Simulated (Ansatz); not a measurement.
## TaRu: moving Ta off its site

TaRu, P4/mmm, a = 3.053 Å, c = 3.389 Å (as given, not relaxed at this level: -5.2 GPa). The structure is a COD entry; whether it is the stable form wasn't checked. Ansatz: PBEsol, PAW, 420 eV, Γ-centred 16×16×14 mesh on 2 atoms, Gaussian smearing 0.15 eV; no spin polarisation.

```
CELL_PARAMETERS angstrom
3.05300 0.00000 0.00000
0.00000 3.05300 0.00000
0.00000 0.00000 3.38900
ATOMIC_POSITIONS crystal
Ta 0.50000 0.50000 0.50000
Ru 0.00000 0.00000 0.00000
```

Atom 1 (Ta) moves by x along the unit vector (0.000, 0.000, 1.000), with its periodic images; all else is held. y is the free energy of the cell over the start, F the force along the path summed over the moved atoms. Symmetry makes y even in x.

| x (Å) | y (meV) | F (eV/Å) |
| --- | --- | --- |
| -0.5000 | 831.9 | 3.44 |
| -0.2500 | 176.3 | 1.58 |
| 0.0000 | 0.0 | 0.00 |
| 0.0625 | 8.9 | -0.29 |
| 0.1250 | 38.0 | -0.65 |
| 0.1875 | 92.5 | -1.10 |
| 0.3125 | ? | ? |
| 0.3750 | 444.3 | -2.71 |
| 0.4375 | 627.6 | -3.11 |

Problem. Fit y = c2 x² + c4 x⁴ to the energies of the other rows, give the force constant, and predict energy and force of the missing row.

Solution. Least squares on the rows shown. y = 2819.1 x² + 2140.5 x⁴. The force constant is 2 c2 = 5.64 eV/Å², for the cell as given, at -5.2 GPa (for all images moving together, not for a lone atom). The force −dy/dx at the missing row is -2.02 eV/Å (computed -2.14). With a term in x⁶ added, the coefficient of x² becomes 2396, 15 % less, which shows how far this figure hangs on the form. At x = 0.3125 the fit asked for gives 295.7 meV. The run gave 292.2 meV, so the fit is 3.5 meV too high, within the rms miss on the fitted rows (7.3 meV).

Spin–orbit coupling is left out, which can shift energies with elements as heavy as these.